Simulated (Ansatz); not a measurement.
A relaxed cell of BeSe₃ is given with its symmetry left out. The cell was found from a proposed guess, not taken from experiment.

These are results of DFT PBE, scalar-relativistic, plane waves, PAW (Ansatz), not measurements. Cutoff 420 eV, Γ-centred mesh, Gaussian smearing, no spin polarisation.

```
Be Se
1.0
     5.22040    0.00000    0.00000
     0.00000    5.22040    0.00000
     0.00000    0.00000    7.61125
Be Se
2 6
Direct
  0.00000 0.00000 0.00000
  0.50000 0.50000 0.00000
  0.26370 0.76370 0.83455
  0.73630 0.23630 0.83455
  0.23630 0.26370 0.16545
  0.76370 0.73630 0.16545
  0.50000 0.00000 0.34698
  0.00000 0.50000 0.65302
```

Energies over the elements count from the elements' standard structures at the same level, with no fitted energy shifts.

**Question.** Find its symmetry and describe it.

**Answer.** P-42_1m (No. 113). Conventional cell: a = 5.220 Å, c = 7.611 Å. Be has 4 Se at 2.24 Å; around Se on a site of symmetry m lie 2 Be at 2.24 Å and 1 Se at 2.39 Å; Se on a site of symmetry 2mm is surrounded by 2 Se at 2.39 Å.

**Question.** What is its formation energy per atom?

**Answer.** −0.325 eV/atom. It lies below the elements, which doesn't yet make it stable against other compounds or structures.

**Question.** Is it a metal?

**Answer.** No, the gap on the 6×6×4 mesh is 0.69 eV.

The last run used a 6×6×4 mesh (in the run's order of axes) for its 8-atom cell and Gaussian smearing of 0.02 eV. No dispersion correction is applied, so the spacing and binding between layers, chains or molecules are poorly described. Kohn–Sham gaps at this level usually fall short of measured ones. The reference form of Se is held partly by dispersion forces, which this level lacks. A later test with randomly moved atoms ended 2 meV/atom lower, in P1 at a loose tolerance, which is no clear verdict on its stability.
